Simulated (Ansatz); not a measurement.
TaOs3:
```
TaOs3
1.0
    3.90598     0.00000     0.00000
    0.00000     3.90598     0.00000
    0.00000     0.00000     3.90598
Ta Os
1 3
Direct
  0.00000   0.00000   0.00000
  0.00000   0.50000   0.50000
  0.50000   0.00000   0.50000
  0.50000   0.50000   0.00000
```

Relaxed with r²SCAN. Special points in fractions of this cell's reciprocal vectors: Γ (0.000, 0.000, 0.000); X (0.000, 0.500, 0.000); M (0.500, 0.500, 0.000); R (0.500, 0.500, 0.500).

List the band energies nearest the Fermi level at these points for the program Ansatz at the r²SCAN level (PAW).

In eV from the Fermi level; about four levels below and three above (degenerate sets whole), none deeper than 8.9 eV; points with the same levels are listed once.

```tsv
k	below	above
Γ	-6.04 -6.04 -6.04 -2.00 -2.00 -2.00	0.90 0.90 2.77
X	-1.30 -0.46 -0.35 -0.35	1.44 1.48 1.48
M	-2.15 -1.02 -1.02 -1.00	0.10 0.24 2.20
R	-2.16 -2.16 -2.16 -1.52 -1.52 -0.08	0.50 0.50 0.50
```

Space group Pm-3m (Cu3Au type). The workflow started from a Materials Project entry (that database holds measured and hypothetical structures alike); the Crystallography Open Database copy checked does not list it. With Ta and Os taken as one species the cell has the higher symmetry Fm-3m, so it may be an ordered model of a mixed-site phase. Its standing as an ambient phase is unchecked. The r²SCAN relaxation kept the symmetry of its start; whether a distortion lowers the energy is not shown. The run is not spin-polarised. Spin–orbit coupling is left out wherever it is not named.

Potentials: the later of the program's two PAW sets.
